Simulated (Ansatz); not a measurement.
ZnO in the wurtzite structure: a field-response calculation (clamped ions) in the PAW code Ansatz (r2SCAN). The cell was relaxed with r2SCAN and then strained (isotropic -4.0 % on every length), with the atoms relaxed again with r2SCAN; k points keep the names of the unstrained zone.

input.yaml:
```yaml
crystal:
  lattice:
    - [3.1059272322, 0.0, 0.0]
    - [-1.5529636161, 2.6898118854, 0.0]
    - [0.0, 0.0, 5.0025137583]
  atoms:
    - { symbol: Zn, position: [0.3333333333, 0.6666666667, -0.0022842239] }
    - { symbol: Zn, position: [0.6666666667, 0.3333333333, 0.4977157761] }
    - { symbol: O, position: [0.3333333333, 0.6666666667, 0.3772842239] }
    - { symbol: O, position: [0.6666666667, 0.3333333333, 0.8772842239] }
kpoints:
  mp_grid: { grid: [9, 9, 4] }
hamiltonian:
  xc: r2scan
scf:
  occupations: { method: fixed }
dielectric: {}
```

Command: `ansatz run input.yaml --threads 2 --pin off --max-ram 20275MiB --backend cpu --events-out ev --progress --plain --runs-dir out`. It took 2 min on 2 threads of AMD EPYC 7R13 Processor (Zen 3), with other jobs on the host, load about 1.8 per core; peak host memory 1.5 GiB.

What the program printed (shortened):
```
Functional definition: r2SCAN
Crystal: 4 atoms, lattice volume = 41.793 Å³
Basis set: ecut = 500 eV, 1087 PW (Γ)
Bands: 22, of which v1, the nominal top of the filled ones, is band 18 counted from 1 (17 counted from 0)
Symmetry: 12 space group operations
k-points: 95 of 324 (irreducible under 2 space group operations, time reversal used)
preconditioner: auto → Resta (q_TF=auto, 2.661 Å⁻¹)  ε∞=6.5  [insulator: Δε(μ)=1.564 eV  ℏωp=34.5 eV]
SCF converged after 10 iterations
Free energy (F): -7789.486799 eV
Fermi energy:    8.977142 eV
--- Band table (eV; the first three rows and the last of 95) ---
  k-point 0: bands = […, 4.6902, 8.0056, 8.0056, 8.8317, 8.9771, 8.9771, 10.3900, 15.3292, 18.2425, 23.3810]
  k-point 1: bands = […, 5.3296, 7.9427, 8.1496, 8.1496, 8.8374, 8.8374, 11.4999, 14.6832, 18.8047, 22.7161]
  k-point 2: bands = […, 6.6206, 6.6206, 8.4958, 8.4958, 8.4958, 8.4958, 13.2106, 13.2106, 20.3286, 20.3286]
  k-point 94: bands = […, 5.5511, 5.5511, 6.6887, 6.6887, 7.4082, 7.4082, 15.8789, 15.8789, 19.2318, 19.2318]
--- Dielectric response (ions clamped): 3 representative field directions + reference, inside a basis on a mesh of 1568 k-points ---
  ε∞ (high-frequency dielectric tensor):
        4.166940     0.000000     0.000000
        0.000000     4.166940     0.000000
        0.000000     0.000000     4.229113
  Born effective charges Z* (e; rows j = field, columns β = displacement):
    site 0:
         2.02285    0.00000    0.00000
         0.00000    2.02285    0.00000
         0.00000    0.00000    2.07447
    site 1:
         2.02285    0.00000    0.00000
         0.00000    2.02285    0.00000
         0.00000    0.00000    2.07447
    site 2:
        -2.02285    0.00000    0.00000
         0.00000   -2.02285    0.00000
         0.00000    0.00000   -2.07447
    site 3:
        -2.02285    0.00000    0.00000
         0.00000   -2.02285    0.00000
         0.00000    0.00000   -2.07447
  ε∞ is read to err by 1.3e-2, Z* by 1.3e-2 e
```

The rows of the band table are 0: (0, 0, 0) = Γ, 1: (0, 0, 1/4), 2: (0, 0, -1/2) = A, 94: (0.444, -0.222, -1/2).

The electronic dielectric tensor ε∞ is 4.17 along x and y, 4.23 along z. Born charges, averaged over directions: Zn +2.04, O -2.04 e.

No spin polarisation and no zero-point or thermal motion.
